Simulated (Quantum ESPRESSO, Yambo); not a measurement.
ZnO: DFT and GW levels

ZnO has the tetragonal space group P4₂/mnm (No. 136), Pearson symbol tP8. Cell: a = b = 5.518 Å, c = 3.259 Å, α = β = γ = 90.00°. O on 4f is coordinated by 4 Zn at 1.941–2.012 Å. Zn on 4g sees 4 O at 1.941–2.012 Å. (Neighbours: up to the widest gap in distance over summed covalent radii, below 1.35, at either atom; cation-cation contacts left out.)

The geometry is that of Materials Project entry mp-1093993, symmetrised and not relaxed again.

Starting point: PBEsol (pw.x of Quantum ESPRESSO, ONCV potentials, no spin-orbit coupling). G0W0 in Yambo: 2×2×4 Γ-centred k mesh, bands 17 to 217 and a 8 Ry block in the screening, 217 bands in G with the Bruneval-Gonze terminator, plasmon pole fitted at 27.2 eV.

```json
{
 "PBEsol gap along the band path": "0.78 eV",
 "PBEsol gap between the mesh's edge points (Γ → Γ)": "0.78 eV",
 "G0W0 gap between the same points": "1.97 eV"
}
```

| k point | band | E PBEsol (eV) | E QP (eV) | shift (eV) | Z |
|---|---|---|---|---|---|
| Γ | VB | 0.00 | -0.80 | -0.80 | 0.78 |
| Γ | CB | 0.78 | 1.17 | 0.39 | 0.82 |
| Z | VB | -1.29 | -2.28 | -0.99 | 0.77 |
| Z | CB | 5.82 | 6.69 | 0.87 | 0.80 |
| X | VB | -0.42 | -1.28 | -0.85 | 0.78 |
| X | CB | 3.20 | 3.83 | 0.63 | 0.81 |
| R | VB | -1.03 | -1.88 | -0.85 | 0.77 |
| R | CB | 5.92 | 6.70 | 0.78 | 0.81 |
| M | VB | -0.74 | -1.61 | -0.86 | 0.78 |
| M | CB | 4.26 | 4.96 | 0.71 | 0.81 |
| A | VB | -1.30 | -2.21 | -0.91 | 0.77 |
| A | CB | 5.47 | 5.95 | 0.48 | 0.83 |

Energies count from the PBEsol valence-band maximum.

Nearest settings tried, and what they do to the gap: 151 bands in W, 151 bands in G: +83 meV; 7 Ry block (209 vectors against 281): -31 meV. Not varied: mesh. So the settings aren't converged at that level. Oxides, nitrides and fluorides with a shallow 3d shell are known to need far more bands and larger blocks.

This is not the ordinary phase of the substance; no match was found in the copy of COD used, and its stability was not checked.
